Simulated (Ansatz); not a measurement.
# GdN in the rocksalt structure

The computed numbers are results of r²SCAN, scalar-relativistic (collinear spin) in the plane-wave PAW code Ansatz at 500 eV, Γ-centred 12×12×12 mesh, 0.05 eV Gaussian smearing; PAW files: Ansatz's generated set soft_2.

```yaml
crystal:
  lattice:
    - [0.00000, 2.48655, 2.48655]
    - [2.48655, 0.00000, 2.48655]
    - [2.48655, 2.48655, 0.00000]
  atoms:
    - { symbol: Gd, position: [0.50000, 0.50000, 0.50000] }
    - { symbol: N, position: [0.00000, 0.00000, 0.00000] }
```

The start was a prototype's sites filled with these elements; the Crystallography Open Database holds the compound in this structure.

The geometry is fixed. Moments are started on Gd in several ways. q is the propagation vector of an order in a doubled cell, in units of this cell's reciprocal vectors; doubled cells take an equivalent mesh or are counted from a ferromagnetic run in the same cell, unless said otherwise. Energies count from the first row, the state in which the cell was relaxed.

The starts:
- ferromagnetic
- no spin polarisation
- antiparallel, q = (0, 0, 1/2)
- antiparallel, q = (0, 1/2, 1/2)

(1) Which start ends lowest?

Answer:

(1) Lowest: ferromagnetic.

```csv
start,largest typed moment (μB),ΔE (meV/atom),gap on the mesh (eV),P (GPa),final spin moments (μB)
ferromagnetic,7.62,0.0,metal,0.1,Gd 6.93; N -0.14
no spin polarisation,0.00,4295.7,metal,-2.7,none
"antiparallel, q = (0, 0, 1/2)",7.00,5.5,0.41,0.4,"Gd 6.91, -6.91"
"antiparallel, q = (0, 1/2, 1/2)",7.00,5.7,0.19,0.3,"Gd 6.90, -6.90"
```

The program noted a lower state or an instability beside: antiparallel, q = (0, 0, 1/2); antiparallel, q = (0, 1/2, 1/2). The lower rows of the table may be what it saw.

The row without spin polarisation prices the pairing of the open shell's electrons, not a magnetic ordering energy.

Only orders that fit these small cells were tried, so the real crystal's order may be another.

Hund's first rule gives Gd³⁺ with 7 f electrons 7 unpaired spins, a spin moment of 7 μB; the run has 6.93 μB on Gd (atomic spheres) and 7.07 f electrons on orthogonalised orbitals. The moment is close to the ion's, so in this run the shell is localised and nearly fully polarised.

Exchange splits the half-filled 4f shell away from the Fermi level; the metal comes from a small overlap of other bands, which can be the functional's gap error. No spin–orbit coupling, a notable omission for heavy elements. The run wasn't fully tested for a lower electronic state. Site moments are of spin, integrated over atomic spheres.
